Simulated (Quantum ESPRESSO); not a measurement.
GeZnAl2N4, input and log of a self-consistent run

Simulated, not a measurement. The program is pw.x of Quantum ESPRESSO 7.5 (plane-wave density functional theory). The cell is made up: 8 atoms on a wurtzite lattice, with randomly drawn elements, strain and displacements, not relaxed. PseudoDojo standard norm-conserving files (v0.5 for PBE, v0.4.1 for LDA and PBEsol) set the functional; there is no spin polarisation, spin-orbit coupling or dispersion term, and the masses in the input are unused placeholders.

Input:

```
&control calculation='scf', pseudo_dir='./dojo.nc.sr.pbe.v0_5.standard.upf', outdir='./o', disk_io='low', tprnfor=.true., tstress=.true. /
&system ibrav=0, nat=8, ntyp=4, nbnd=36, ecutwfc=84.00895049, nosym=.true., tot_charge=0,
 occupations='smearing', smearing='fd', degauss=0.0018374661
/
&electrons conv_thr=7.350e-09, electron_maxstep=60, /
ATOMIC_SPECIES
Al 1.0 Al.upf
Ge 1.0 Ge.upf
N 1.0 N.upf
Zn 1.0 Zn.upf
CELL_PARAMETERS angstrom
3.2508 0.0 0.0
0.0 5.6306 0.0
0.0 0.0 5.3086
ATOMIC_POSITIONS angstrom
Ge 0.0298 -0.14 -0.0209
Zn 1.6616 2.7354 0.0562
Al 1.6314 0.9833 2.612
Al 0.0831 3.6553 2.6443
N 0.0885 0.0371 2.0254
N 1.7121 2.789 1.9778
N 1.8352 0.9031 4.7611
N -0.0113 3.872 4.6292
K_POINTS automatic
5 4 4 1 1 1
```

The log is shortened where brackets say so; the opening notice, blank lines, dates and the lines on written files are dropped, and the path of the files is cut. It prints rydbergs, bohrs and kilobars, and counts compression as positive stress.

```
     Program PWSCF v.7.5
     Parallel version (MPI & OpenMP), running on       4 processor cores
     Number of MPI processes:                 4
     Threads/MPI process:                     1
     [start-up lines left out]
     bravais-lattice index     =            0
     lattice parameter (alat)  =       6.1431  a.u.
     unit-cell volume          =     655.7247 (a.u.)^3
     number of atoms/cell      =            8
     number of atomic types    =            4
     number of electrons       =        60.00
     number of Kohn-Sham states=           36
     kinetic-energy cutoff     =      84.0090  Ry
     charge density cutoff     =     336.0358  Ry
     scf convergence threshold =      7.3E-09
     mixing beta               =       0.7000
     number of iterations used =            8  plain     mixing
     Exchange-correlation= PBE
                           (   1   4   3   4   0   0   0)
     [axes and pseudopotential details left out]
   Cartesian axes
     site n.     atom                  positions (alat units)
         1        Ge     tau(   1) = (   0.0091670  -0.0430663  -0.0064292  )
         2        Zn     tau(   2) = (   0.5111357   0.8414544   0.0172881  )
         3        Al     tau(   3) = (   0.5018457   0.3024794   0.8034945  )
         4        Al     tau(   4) = (   0.0255629   1.1244309   0.8134305  )
         5        N      tau(   5) = (   0.0272241   0.0114126   0.6230466  )
         6        N      tau(   6) = (   0.5266704   0.8579427   0.6084041  )
         7        N      tau(   7) = (   0.5645380   0.2778085   1.4645933  )
         8        N      tau(   8) = (  -0.0034761   1.1910914   1.4240187  )
     number of k points=    40  Fermi-Dirac smearing, width (Ry)=  0.0018
                       cart. coord. in units 2pi/alat
        k(    1) = (   0.1000000   0.0721682   0.0765456), wk =   0.0500000
        k(    2) = (   0.1000000   0.0721682   0.2296368), wk =   0.0500000
     [further k points left out]
     Dense  grid:    68151 G-vectors     FFT dimensions: (  36,  64,  60)
     Estimated max dynamical RAM per process >     134.03 MB
     Estimated total dynamical RAM >     486.21 MB
     Initial potential from superposition of free atoms
     starting charge      59.9941, renormalised to      60.0000
     Starting wfcs are   43 randomized atomic wfcs
     total cpu time spent up to now is        2.1 secs
     per-process dynamical memory:    97.3 Mb
     Self-consistent Calculation
     iteration #  1     ecut=    84.01 Ry     beta= 0.70
     Davidson diagonalization with overlap
     ethr =  1.00E-02,  avg # of iterations =  3.2
     total cpu time spent up to now is        5.2 secs
     total energy              =    -688.29818432 Ry
     estimated scf accuracy    <       2.24571408 Ry
     iteration #  2     ecut=    84.01 Ry     beta= 0.70
     Davidson diagonalization with overlap
     ethr =  3.74E-03,  avg # of iterations =  2.9
     total cpu time spent up to now is        8.0 secs
     total energy              =    -688.94832011 Ry
     estimated scf accuracy    <       2.27149644 Ry
     iteration #  3     ecut=    84.01 Ry     beta= 0.70
     Davidson diagonalization with overlap
     ethr =  3.74E-03,  avg # of iterations =  2.0
     total cpu time spent up to now is       10.5 secs
     total energy              =    -689.31534840 Ry
     estimated scf accuracy    <       0.03710164 Ry
     iteration #  4     ecut=    84.01 Ry     beta= 0.70
     Davidson diagonalization with overlap
     ethr =  6.18E-05,  avg # of iterations =  6.2
     total cpu time spent up to now is       14.0 secs
     total energy              =    -689.33477059 Ry
     estimated scf accuracy    <       0.01548489 Ry
     iteration #  5     ecut=    84.01 Ry     beta= 0.70
     Davidson diagonalization with overlap
     ethr =  2.58E-05,  avg # of iterations =  3.5
     total cpu time spent up to now is       16.6 secs
     total energy              =    -689.33606135 Ry
     estimated scf accuracy    <       0.00772827 Ry
     [iterations 6 to 8 left out]
     iteration #  9     ecut=    84.01 Ry     beta= 0.70
     Davidson diagonalization with overlap
     ethr =  1.60E-08,  avg # of iterations =  4.2
     total cpu time spent up to now is       27.8 secs
     total energy              =    -689.33618786 Ry
     estimated scf accuracy    <       0.00001114 Ry
     iteration # 10     ecut=    84.01 Ry     beta= 0.70
     Davidson diagonalization with overlap
     ethr =  1.60E-08,  avg # of iterations =  2.0
     total cpu time spent up to now is       30.1 secs
     total energy              =    -689.33618890 Ry
     estimated scf accuracy    <       0.00000077 Ry
     iteration # 11     ecut=    84.01 Ry     beta= 0.70
     Davidson diagonalization with overlap
     ethr =  1.28E-09,  avg # of iterations =  2.4
     total cpu time spent up to now is       32.7 secs
     total energy              =    -689.33618910 Ry
     estimated scf accuracy    <       0.00000002 Ry
     iteration # 12     ecut=    84.01 Ry     beta= 0.70
     Davidson diagonalization with overlap
     ethr =  2.72E-11,  avg # of iterations =  5.0
     total cpu time spent up to now is       36.3 secs
     total energy              =    -689.33618911 Ry
     estimated scf accuracy    <       0.00000004 Ry
     iteration # 13     ecut=    84.01 Ry     beta= 0.70
     Davidson diagonalization with overlap
     ethr =  2.72E-11,  avg # of iterations =  2.0
     total cpu time spent up to now is       39.0 secs
     End of self-consistent calculation
     [lines on levels left out]
!    total energy              =    -689.33618911 Ry
     estimated scf accuracy    <          4.6E-09 Ry
     smearing contrib. (-TS)   =      -0.00000000 Ry
     internal energy E=F+TS    =    -689.33618911 Ry
     The total energy is F=E-TS. E is the sum of the following terms:
     one-electron contribution =    -519.93649627 Ry
     hartree contribution      =     290.38554322 Ry
     xc contribution           =    -117.52850783 Ry
     ewald contribution        =    -342.25672824 Ry
     convergence has been achieved in  13 iterations
     Forces acting on atoms (cartesian axes, Ry/au):
     atom    1 type  2   force =     0.04848333    0.08279728    0.05568136
     atom    2 type  4   force =    -0.00461615    0.04505584   -0.03105728
     atom    3 type  1   force =     0.04676889   -0.01501929    0.01045458
     atom    4 type  1   force =    -0.00493947    0.03897323    0.01155771
     atom    5 type  3   force =    -0.02667140   -0.03604245   -0.01968404
     atom    6 type  3   force =    -0.01076375    0.00875315    0.10707028
     atom    7 type  3   force =    -0.06949987   -0.04191727   -0.07708962
     atom    8 type  3   force =     0.02123842   -0.08260049   -0.05693299
     Total force =     0.237952     Total SCF correction =     0.000100
     Computing stress (Cartesian axis) and pressure
          total   stress  (Ry/bohr**3)                   (kbar)     P=      -90.40
  -0.00085229  -0.00007424   0.00001440         -125.38      -10.92        2.12
  -0.00007424  -0.00019920   0.00008819          -10.92      -29.30       12.97
   0.00001440   0.00008819  -0.00079203            2.12       12.97     -116.51
     init_run     :      1.94s CPU      2.02s WALL (       1 calls)
     electrons    :     36.43s CPU     36.91s WALL (       1 calls)
     forces       :      0.47s CPU      0.48s WALL (       1 calls)
     stress       :      1.63s CPU      1.64s WALL (       1 calls)
     [timing details left out]
     PWSCF        :     40.61s CPU     41.20s WALL
     JOB DONE.
```

In other units: free energy -9378.897 eV for the cell, pressure -9.04 GPa, largest force component 2.753 eV/Å. A rerun of this cell at 1437 eV and a 7 x 6 x 6 mesh moved values by no more than 0.005 eV in energy, 0.06 GPa in stress and 0.005 eV/Å in force.